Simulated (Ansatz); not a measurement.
## Calculated quadrupolar parameters for MgTi₂Si₄O₁₂

The cell is a computed structure from the Materials Project (it need not be an observed phase) whose atoms were relaxed with PBE, the cell held.

Space group C2 (No. 5); a = 9.9480, b = 8.7843, c = 5.3560 Å, β = 110.32°.

```csv
site,Wyckoff,site symmetry,x,y,z
Mg,2a,2,0.5000,0.2238,0.0000
Ti2,2a,2,0.5000,0.5990,0.0000
Ti3,2b,2,0.5000,0.4214,0.5000
Si4,4c,1,0.2989,0.9074,0.0303
Si5,4c,1,0.2989,0.0898,0.5230
O8,4c,1,0.1206,0.9052,0.9176
O9,4c,1,0.1239,0.0829,0.4063
O10,4c,1,0.3624,0.7387,0.0421
O11,4c,1,0.3545,0.0187,0.8328
O12,4c,1,0.3824,0.2521,0.5940
O13,4c,1,0.3569,0.9932,0.3190
```

One atom of each set is listed; the run and its k-mesh use a cell of 19 atoms with edges of 6.64, 6.64, 5.36 Å.

Computed with Ansatz: DFT, PBE, plane waves and PAW, scalar-relativistic, collinear spin, 420 eV cutoff, Γ-centred 4×4×5 k-points, Fermi–Dirac smearing 0.02 eV. Start moments as typed (μB): 1 on each Ti, none on the rest.

C_Q = eQV_zz/h, which is 24.18 MHz for Q = 1 b and V_zz = 10²¹ V/m²; η = (V_xx − V_yy)/V_zz.

25Mg: I = 5/2, Q = 199.4 mb; Ti-49: I = 7/2, Q = 247.0 mb; ¹⁷O: I = 5/2, Q = -25.58 mb. Q values from Pyykkö, Mol. Phys. 116, 1328 (2018).

```json
{"site": "Mg", "atoms": "1", "first shell": "6 O at 2.10–2.29 Å", "V_zz (10²¹ V/m²)": "-1.98", "η": "0.75", "C_Q (MHz)": "-9.56"}
{"site": "Ti2", "atoms": "1", "first shell": "6 O at 1.91–2.21 Å", "V_zz (10²¹ V/m²)": "-1.84", "η": "0.99", "C_Q (MHz)": "-11.0"}
{"site": "Ti3", "atoms": "1", "first shell": "6 O at 2.05–2.14 Å", "V_zz (10²¹ V/m²)": "-1.20", "η": "0.98", "C_Q (MHz)": "-7.19"}
{"site": "Si4", "atoms": "2", "first shell": "4 O at 1.60–1.67 Å", "V_zz (10²¹ V/m²)": "-2.57", "η": "0.38", "C_Q (MHz)": "–"}
{"site": "Si5", "atoms": "2", "first shell": "4 O at 1.63–1.68 Å", "V_zz (10²¹ V/m²)": "-3.19", "η": "0.86", "C_Q (MHz)": "–"}
{"site": "O8", "atoms": "2", "first shell": "1 Si at 1.66 Å, 1 Mg at 2.13 Å, 2 Ti at 2.14–2.21 Å", "V_zz (10²¹ V/m²)": "4.93", "η": "0.13", "C_Q (MHz)": "-3.05"}
{"site": "O9", "atoms": "2", "first shell": "1 Si at 1.63 Å, 2 Ti at 2.05–2.10 Å", "V_zz (10²¹ V/m²)": "5.61", "η": "0.67", "C_Q (MHz)": "-3.47"}
{"site": "O10", "atoms": "2", "first shell": "1 Si at 1.60 Å, 1 Ti at 1.91 Å, angle 151°", "V_zz (10²¹ V/m²)": "6.36", "η": "0.28", "C_Q (MHz)": "-3.94"}
{"site": "O11", "atoms": "2", "first shell": "2 Si at 1.67–1.68 Å, 1 Mg at 2.29 Å", "V_zz (10²¹ V/m²)": "8.51", "η": "0.58", "C_Q (MHz)": "-5.27"}
{"site": "O12", "atoms": "2", "first shell": "1 Si at 1.63 Å, 1 Ti at 2.06 Å, 1 Mg at 2.10 Å", "V_zz (10²¹ V/m²)": "6.00", "η": "0.38", "C_Q (MHz)": "-3.71"}
{"site": "O13", "atoms": "2", "first shell": "2 Si at 1.64 Å, angle 141°; also 1 Mg at 3.28 Å", "V_zz (10²¹ V/m²)": "9.53", "η": "0.07", "C_Q (MHz)": "-5.90"}
```

At O8, O9 and O12 V_zz points along its shortest bond, to Si (within 11°) in each case. At O10 V_zz points along the shorter of its two bonds, to Si (within 7°). At O13 V_zz runs parallel to the line that joins its two neighbours (within 1°).

Si has no stable isotope with a ground-state quadrupole moment in the table, so no C_Q is given.

With a gap of 0.16 eV under a smearing of 0.02 eV the band edges are partly filled, so small gradients can hang on the smearing and the k-mesh. All moments are parallel here, as the start or the cell imposes; many such compounds order antiparallel, where fields and spin densities carried over to other atoms largely cancel. The magnetic order is the one that the run reached from its start moments, not necessarily the measured one. Where η is near 1 the sign of V_zz means little.
